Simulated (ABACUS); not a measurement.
Worked example: self-consistent single point of TaN (P-6m2, 4 atoms in the cell; from Materials Project mp-1459, changed as shown) in ABACUS.

Computed with LDA (PW92), PseudoDojo 0.4 standard norm-conserving LDA (tails mended) pseudopotentials (plane waves; ABACUS).

The change in words: lattice scaled by 0.98. Reference geometry (P-6m2):
```
CELL_PARAMETERS angstrom
      2.93994     0.00000     0.00000
      0.00000     5.09213     0.00000
      0.00000     0.00000     2.89018
ATOMIC_POSITIONS crystal
  Ta 0.00000 0.00000 0.50000
  Ta 0.50000 0.50000 0.50000
  N  0.50000 0.16667 0.00000
  N  0.00000 0.66667 0.00000
```

Reference input (self-consistent single point, DFT, LDA (PW92), plane waves, PseudoDojo 0.4 standard norm-conserving LDA (tails mended) pseudopotentials): KPT = Gamma 8 6 8 0 0 0; basis_type = pw; dft_functional = PWLDA; ecutwfc = 84 Ry; smearing_method = fd; smearing_sigma = 0.00999582 Ry; potentials = PseudoDojo 0.4 standard norm-conserving LDA (tails mended); symmetry = 1; symmetry_prec = 1e-05; ks_solver = dav_subspace; scf_nmax = 100; scf_thr = 1.0e-09 Ry. This run's input differs from it in these lines:

```diff
@@ -25,8 +25,8 @@
 LATTICE_CONSTANT
-5.555681
+5.444567
 
 LATTICE_VECTORS
-   1.0000000761    0.0000000000    0.0000000000
-   0.0000000000    1.7320511261    0.0000000000
-   0.0000000000    0.0000000000    0.9830745593
+   1.0000000765    0.0000000000    0.0000000000
+   0.0000000000    1.7320510803    0.0000000000
+   0.0000000000    0.0000000000    0.9830744891
 
@@ -38,4 +38,4 @@
 2
-   0.0000000000    0.0000000000    0.4915372797
-   0.5000000381    0.8660255630    0.4915372797
+   0.0000000000    0.0000000000    0.4915372446
+   0.5000000382    0.8660255402    0.4915372446
 
@@ -44,4 +44,4 @@
 2
-   0.5000000381    0.2886757650    0.0000000000
-   0.0000000000    1.1547013281    0.0000000000
+   0.5000000382    0.2886757574    0.0000000000
+   0.0000000000    1.1547012976    0.0000000000
 # file: KPT
```

Output (repeated stretches shortened):

```
 SELF-CONSISTENT
 -------------------------------------------
                                 init_chg = atomic

 PW ALGORITHM --------------- ION=   1  ELEC=   1--------------------------------

 Density error is 0.764740851536
                          Error Threshold = 0.01
 E_KohnSham     -302.3577227031      -4113.7878630658
 E_Fermi        1.5793190613         21.4877381943

 PW ALGORITHM --------------- ION=   1  ELEC=   2--------------------------------

 Density error is 0.0390010350556
                          Error Threshold = 0.00212428014316
 E_KohnSham     -302.5301067670      -4116.1332685802
   [... lines left out ...]

 Density error is 1.50407149431e-09
                          Error Threshold = 4.86588068136e-10
 E_KohnSham     -302.5344168800      -4116.1919106753
 E_Fermi        1.5457491936         21.0309967117

 PW ALGORITHM --------------- ION=   1  ELEC=   9--------------------------------

 Density error is 2.2377627526e-10
                          Error Threshold = 4.17797637308e-12
 E_KohnSham     -302.5344168803      -4116.1919106795
 E_KS(sigma->0) -302.5338520853      -4116.1842262486
 E_entropy(-TS) -0.0011295901        -0.0153688617
 E_Fermi        1.5457461659         21.0309555180
 charge density convergence is achieved
 final etot is -4116.1919107 eV
 EFERMI = 21.030955518 eV

 STATE ENERGY(eV) AND OCCUPATIONS    NSPIN == 1
   [... 25 lines left out ...]

 TOTAL-FORCE (eV/Angstrom)
                       Ta1         0.0000000000        -0.0018596764         0.0000000000
                       Ta2         0.0000000000        -0.0018596827         0.0000000000
                        N1         0.0000000000         0.0018596819         0.0000000000
                        N2         0.0000000000         0.0018596772         0.0000000000

 TOTAL-STRESS (KBAR)
        70.0956722738         0.0000000000         0.0000000000
         0.0000000000        69.7918019891         0.0000000000
         0.0000000000         0.0000000000        62.3257913311
 TOTAL-PRESSURE: 67.404422 KBAR

 --------------------------------------------
 !FINAL_ETOT_IS -4116.1919106794539402 eV
 --------------------------------------------
```

The run converged in 9 iterations. Against the reference run the free energy goes down by 19.1 meV/atom, the pressure goes from -15.19 to 6.74 GPa and the largest force stays at 0.002 eV/Å.

The structure comes from a collection of computed structures, made at another level of theory; the collection holds predicted forms beside known ones. No clean gap shows at this smearing width and mesh (spacing up to 0.28 Å⁻¹); the mesh is coarse for partly filled bands, so the values carry mesh errors.

Cost on one core: roughly 100 core-seconds.

“Tails mended”: in these copies of the files the far tail of each local potential was reset to the Coulomb form.
